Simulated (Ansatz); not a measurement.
PIr2 (fluorite or antifluorite type, Fm-3m), r²SCAN (plane waves, PAW; program Ansatz), all energies at zero smearing, with the estimated change up to a 700 eV cutoff added, with one set of potentials and settings (totals compare only within such a set). Cell of 3 atoms (1 P, 2 Ir): -24658.039 eV.

| element | reference phase | E (eV/atom) |
|---|---|---|
| P | Cmce, 4 atoms in the cell | -759.1646 |
| Ir | Fm-3m, 1 atoms in the cell | -11948.7272 |

Formation energy per atom, worked out: (-24658.039 − 1×(-759.1646) − 2×(-11948.7272))/3 = -0.474 eV/atom (-46 kJ per mol of atoms), at 0 K, without zero-point energy or fitted corrections.

The workflow started from a Materials Project entry (that database holds measured and hypothetical structures alike); the Crystallography Open Database files this formula in space group No. 225, but the cells were not matched. Whether it is the stable phase at ambient conditions was not checked. Symmetry was held in the r²SCAN relaxation; its stability against distortions is not shown here. No spin polarisation was allowed. The references are the lowest solids computed at this level, not always the standard phases. Scalar-relativistic: spin–orbit coupling is off unless named, which matters more the heavier the elements.

Potentials: the later of the program's two PAW sets.
